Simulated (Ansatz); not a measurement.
SiGe (NiAs type, P6_3/mmc), plane-wave PAW PBE (Ansatz code), all energies at zero smearing, with the estimated change up to a 700 eV cutoff added, with one set of potentials and settings (totals compare only within such a set). Cell of 4 atoms (2 Ge, 2 Si): -9860.010 eV.

```tsv
element	reference phase	E (eV/atom)
Ge	Fd-3m, 2 atoms in the cell	-4294.9907
Si	Fd-3m, 2 atoms in the cell	-635.8114
```

Formation energy per atom, worked out: (-9860.010 − 2×(-4294.9907) − 2×(-635.8114))/4 = 0.398 eV/atom (38 kJ per mol of atoms), at 0 K, without zero-point energy or fitted corrections.

The cell is a constructed one: a structure type filled with these elements; neither database checked (COD, Materials Project) lists it. Its standing as an ambient phase is unchecked. The PBE relaxation kept the symmetry of its start; whether a distortion lowers the energy is not shown. The references are the lowest solids computed at this level, not always the standard phases.

Potentials: the earlier of the program's two PAW sets.
